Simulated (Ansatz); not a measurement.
CdSe with arsenic replacing Se: do the settings matter for the field gradients?

This input was run with Ansatz:

```yaml
crystal:
  lattice:
    - [8.6, 0.0, 0.0]
    - [-4.3, 7.4478184726, 0.0]
    - [0.0, 0.0, 14.04]
  atoms:
    - { symbol: Cd, position: [0.1666666666, 0.3333333334, 0.0] }
    - { symbol: Cd, position: [0.1666666666, 0.3333333334, 0.5] }
    - { symbol: Cd, position: [0.1666666666, 0.8333333334, 0.0] }
    - { symbol: Cd, position: [0.1666666666, 0.8333333334, 0.5] }
    - { symbol: Cd, position: [0.6666666666, 0.3333333334, 0.0] }
    - { symbol: Cd, position: [0.6666666666, 0.3333333334, 0.5] }
    - { symbol: Cd, position: [0.6666666666, 0.8333333334, 0.0] }
    - { symbol: Cd, position: [0.6666666666, 0.8333333334, 0.5] }
    - { symbol: Cd, position: [0.3333333334, 0.1666666666, 0.25] }
    - { symbol: Cd, position: [0.3333333334, 0.1666666666, 0.75] }
    - { symbol: Cd, position: [0.3333333334, 0.6666666666, 0.25] }
    - { symbol: Cd, position: [0.3333333334, 0.6666666666, 0.75] }
    - { symbol: Cd, position: [0.8333333334, 0.1666666666, 0.25] }
    - { symbol: Cd, position: [0.8333333334, 0.1666666666, 0.75] }
    - { symbol: Cd, position: [0.8333333334, 0.6666666666, 0.25] }
    - { symbol: Cd, position: [0.8333333334, 0.6666666666, 0.75] }
    - { symbol: As, position: [0.1666666666, 0.3333333334, 0.1925] }
    - { symbol: Se, position: [0.1666666666, 0.3333333334, 0.6925] }
    - { symbol: Se, position: [0.1666666666, 0.8333333334, 0.1925] }
    - { symbol: Se, position: [0.1666666666, 0.8333333334, 0.6925] }
    - { symbol: Se, position: [0.6666666666, 0.3333333334, 0.1925] }
    - { symbol: Se, position: [0.6666666666, 0.3333333334, 0.6925] }
    - { symbol: Se, position: [0.6666666666, 0.8333333334, 0.1925] }
    - { symbol: Se, position: [0.6666666666, 0.8333333334, 0.6925] }
    - { symbol: Se, position: [0.3333333334, 0.1666666666, 0.4425] }
    - { symbol: Se, position: [0.3333333334, 0.1666666666, 0.9425] }
    - { symbol: Se, position: [0.3333333334, 0.6666666666, 0.4425] }
    - { symbol: Se, position: [0.3333333334, 0.6666666666, 0.9425] }
    - { symbol: Se, position: [0.8333333334, 0.1666666666, 0.4425] }
    - { symbol: Se, position: [0.8333333334, 0.1666666666, 0.9425] }
    - { symbol: Se, position: [0.8333333334, 0.6666666666, 0.4425] }
    - { symbol: Se, position: [0.8333333334, 0.6666666666, 0.9425] }
total_charge: -1
kpoints:
  mp_grid: { grid: [3, 3, 2] }
scf:
  occupations: { method: fermi_dirac, width: 0.01 }
  mixing: { algorithm: msr1, beta: 0.5 }
hamiltonian:
  xc: revpbe
  pseudopotentials: { kind: paw }
output:
  forces: true
  stress: true
  populations: true
  efg: { quadrupole_moments_barn: { As: 0.311 }, contact_densities: true }
```

It converged. Of its output the block on the nuclei alone is shown, without the SCF iterations, energies, forces and stress (one atom of each set, the first 14 sets):

```
--- PAW observables at the nuclei: V_zz in 10²¹ V/m², potentials from the cell's mean, atoms counted from 1 ---
  atom   1  Cd V_zz =    -3.118917   η = 0.0000   by run symmetry: allowed
            electrostatic potential = -7704.682110 V   contact ρ = 1036380.911671 e/Å³
  atom   2  Cd V_zz =    +3.509487   η = 0.0000   by run symmetry: allowed
            electrostatic potential = -7704.244499 V   contact ρ = 1036373.179923 e/Å³
  atom   3  Cd V_zz =    +2.338693   η = 0.1366   by run symmetry: allowed
            electrostatic potential = -7704.295981 V   contact ρ = 1036372.877542 e/Å³
  atom   4  Cd V_zz =    +3.658836   η = 0.1280   by run symmetry: allowed
            electrostatic potential = -7704.230907 V   contact ρ = 1036373.754525 e/Å³
  atom   9  Cd V_zz =    -6.317777   η = 0.9533   by run symmetry: allowed
            electrostatic potential = -7704.822577 V   contact ρ = 1036383.418175 e/Å³
  atom  10  Cd V_zz =    +2.050205   η = 0.0131   by run symmetry: allowed
            electrostatic potential = -7704.165455 V   contact ρ = 1036373.542634 e/Å³
  atom  15  Cd V_zz =    +4.217264   η = 0.0000   by run symmetry: allowed
            electrostatic potential = -7704.412286 V   contact ρ = 1036373.287737 e/Å³
  atom  16  Cd V_zz =    +2.708879   η = 0.0000   by run symmetry: allowed
            electrostatic potential = -7704.128291 V   contact ρ = 1036373.375643 e/Å³
  atom  17  As V_zz =    +0.943973   η = 0.0000   by run symmetry: allowed   C_q = +7.0986 MHz
            electrostatic potential = -4515.433809 V   contact ρ = 235596.114121 e/Å³
  atom  18  Se V_zz =    -2.360471   η = 0.0000   by run symmetry: allowed
            electrostatic potential = -4709.808384 V   contact ρ = 262989.216649 e/Å³
  atom  19  Se V_zz =    -3.912214   η = 0.2534   by run symmetry: allowed
            electrostatic potential = -4710.219660 V   contact ρ = 262989.669381 e/Å³
  atom  20  Se V_zz =    -2.480936   η = 0.1234   by run symmetry: allowed
            electrostatic potential = -4709.819736 V   contact ρ = 262989.258894 e/Å³
  atom  25  Se V_zz =    -4.518293   η = 0.1086   by run symmetry: allowed
            electrostatic potential = -4709.993433 V   contact ρ = 262989.738539 e/Å³
  atom  26  Se V_zz =    -2.641625   η = 0.3408   by run symmetry: allowed
            electrostatic potential = -4710.006823 V   contact ρ = 262989.582608 e/Å³
```

Task: Can these gradients be trusted, and how do they compare with a run on standard settings?

Result: As results of these settings, within the limits told below. Against the standard input the change is `hamiltonian.xc`: pbe → revpbe; `scf.mixing.algorithm`: not typed → msr1; `scf.mixing.beta`: not typed → 0.5. A site carries the number of its first atom; V_zz in 10²¹ V/m².

```
site  V_zz standard  η standard  V_zz here  η here
 Cd1          -2.97        0.00      -3.12    0.00
 Cd2           3.41        0.00       3.51    0.00
 Cd3           2.37        0.13       2.34    0.14
 Cd4           3.56        0.12       3.66    0.13
 Cd9          -5.95        0.97      -6.32    0.95
Cd15           4.04        0.00       4.22    0.00
  As           0.16        0.00       0.94    0.00
Se18          -2.30        0.00      -2.36    0.00
Se19          -3.44        0.32      -3.91    0.25
Se25          -4.43        0.10      -4.52    0.11
Se26          -2.63        0.35      -2.64    0.34
Se31          -2.26        0.00      -2.34    0.00
```

The largest change of V_zz is on As, from 0.16 to 0.94. In per cent, |V_zz| changes by -1 to +6 on Cd, +1 to +14 on Se (all sites that start above 2). The table leaves out 4 of the 16 sites, with |V_zz| up to 2.71; their tensors move by 0.06 at most along any direction. The statements above cover all sites. SCF iterations: 12 and 10.

On the reference run: The run isn't spin-polarised, and a state with spin may lie lower. The defect repeats with the cell of 32 atoms, so it feels its images: sites between two images don't show the values beside a lone defect, and zeros or small values of η there can come from the images' arrangement. Cd and Se carry a gradient in the pure host already, so the values there aren't the defect's effect alone. A uniform background compensates the cell's charge. The defect cell has no gap above 0.1 eV on its mesh, so the values can hang on the smearing and the k-mesh. Without spin–orbit coupling (the program notes it for Cd) the gradients can shift somewhat, as the gap is small. The neighbours have not yet relaxed around the defect (largest force 1.1 eV/Å), so a real crystal will differ.
